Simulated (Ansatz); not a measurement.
Consider the following.

CdO:
```yaml
crystal:
  lattice:
    - [2.88120, 0.00000, 0.00000]
    - [0.00000, 2.88120, 0.00000]
    - [0.00000, 0.00000, 2.88120]
  atoms:
    - { symbol: Cd, position: [0.00000, 0.00000, 0.00000] }
    - { symbol: O, position: [0.50000, 0.50000, 0.50000] }
```

This is the PBEsol-relaxed structure.

Q: All from the program Ansatz at the PBEsol level (PAW), unless another level is named. Give the electronic character.

A: metallic (no gap).

Q: And the formation energy from the elements (no fitted shifts)?

A: -0.66 eV/atom.

Q: What about the density of states at the Fermi level?

A: 0.12 states/eV per atom (mean over ±0.08 eV).

Q: And the gap with spin–orbit coupling?

A: none (metallic).

Space group Pm-3m (CsCl type). The start of the workflow was typed in or built on a structure type; neither database checked (COD, Materials Project) lists it. It is not the phase usual at ambient conditions (space group No. 225). The cell was relaxed with PBEsol under the symmetry of its start. At this level the phase is mechanically unstable. The references are the lowest solids computed at this level, not always the standard phases (solids in place of the gases). Spin–orbit coupling is left out wherever it is not named.

Potentials: the later of the program's two PAW sets.
